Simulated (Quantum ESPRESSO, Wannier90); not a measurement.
## Wannier functions of Te (P3₁21)

```xyz
3
Lattice="4.6014 0.0000 0.0000 -2.3007 3.9849 0.0000 0.0000 0.0000 5.9001" Properties=species:S:1:pos:R:3 pbc="T T T"
Te     1.1812     0.0000     1.9667
Te    -0.5906     1.0229    -1.9667
Te    -0.5906    -1.0229     0.0000
```

Structure: Materials Project mp-19, symmetrised, not relaxed again. COD (Crystallography Open Database) has the formula in 2 space groups, this one among them (matched by group alone). Method: PBEsol plane waves in Quantum ESPRESSO 7.5 (PseudoDojo norm-conserving files, 64 Ry, spinors with spin-orbit coupling), Bloch states on a 6×6×4 mesh through Γ, Wannier90 4.0.1. Density: 12×12×6 mesh, Gaussian smearing 0.01 Ry. The cell is built of weakly bound layers, chains or molecules, whose nearest atoms lie 3.59 Å apart. Database cells relaxed without dispersion often hold them too far apart, which can enlarge gaps and weakens couplings between them; spacing and stacking were not compared with the measured crystal. With spin-orbit coupling a semilocal functional can close or falsely invert a small gap; the band order was not checked against a better method. The gap is small at this level and was sampled on the meshes and a path alone.

Bands 37-48 form an isolated set from -5.55 to 0.00 eV relative to the valence-band maximum (on the path) and are turned into 12 Wannier functions by minimising the spread from the start: SCDM (isolated).

Centres (Cartesian, Å; one of the equivalent choices) and spreads:

| n | x | y | z | spread (Å²) | nearest atom |
|---|---|---|---|---|---|
| 1 | -0.567 | -0.982 | 0.000 | 4.616 | Te3 |
| 2 | -0.567 | 0.982 | -1.967 | 4.616 | Te2 |
| 3 | 1.134 | 0.000 | 1.967 | 4.616 | Te1 |
| 4 | 0.296 | -0.513 | 0.983 | 5.191 | Te3 |
| 5 | -0.593 | 0.000 | -0.983 | 5.191 | Te2 |
| 6 | 0.296 | 0.513 | 2.950 | 5.191 | Te1 |
| 7 | -0.567 | 0.982 | -1.967 | 4.616 | Te2 |
| 8 | 1.134 | 0.000 | 1.967 | 4.616 | Te1 |
| 9 | -0.567 | -0.982 | 0.000 | 4.616 | Te3 |
| 10 | -0.593 | 0.000 | -0.983 | 5.191 | Te3 |
| 11 | 0.296 | 0.513 | 2.950 | 5.191 | Te1 |
| 12 | 0.296 | -0.513 | 0.983 | 5.191 | Te3 |

Ω_I = 55.16 Å², Ω_total = 58.84 Å²; the interpolated bands follow pw.x to 18 meV rms on the path. Only this start was tried; a symmetric start can stop on a saddle, and mixtures of these functions could lower the total by at most Ω_total − Ω_I.
